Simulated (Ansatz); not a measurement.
**LuCdAg$_{4}$: reading a single point**

```yaml
crystal:
  lattice:
    - [0.00000, 3.83201, 3.83201]
    - [3.83201, 0.00000, 3.83201]
    - [3.83201, 3.83201, 0.00000]
  atoms:
    - { symbol: Ag, position: [0.37423, 0.37423, 0.37423] }
    - { symbol: Ag, position: [0.87731, 0.37423, 0.37423] }
    - { symbol: Ag, position: [0.37423, 0.37423, 0.87731] }
    - { symbol: Ag, position: [0.37423, 0.87731, 0.37423] }
    - { symbol: Cd, position: [0.00000, 0.00000, 0.00000] }
    - { symbol: Lu, position: [0.75000, 0.75000, 0.75000] }
```

Level: r2SCAN, no spin polarisation; 500 eV; 8×8×8 Γ-centred mesh; fermi-dirac occupations (width 0.1 eV); Ansatz 0.2.0, fixed geometry.

Q: What does the stress say?

A: The pressure is 3.9 GPa (compression positive), so with the atoms held at these fractions the cell would first expand.

Q: How is the charge shared?

A: Bader charges in e: Lu +1.66, Cd -0.06, Ag -0.40. In the mean Lu gives up most and Ag takes most.

Q: What do density and ELF say about some of the short contacts?

A: Ag–Ag at 2.69 Å: least valence density 0.31 e/Å³ and ELF 0.17 there. Ag–Cd at 3.18 Å: least valence density 0.15 e/Å³ and ELF 0.20 there. Lu–Ag at 3.18 Å: least valence density 0.14 e/Å³ and ELF 0.15 there. These are pseudo-fields; inside the PAW spheres they differ from the all-electron ones.

Q: Metal or insulator?

A: It is a metal, with about 2.9 states/eV a cell as the mean within 0.25 eV of the Fermi level.

Origin: a known structure type with other elements, at an estimated volume, so it need not be a known compound.
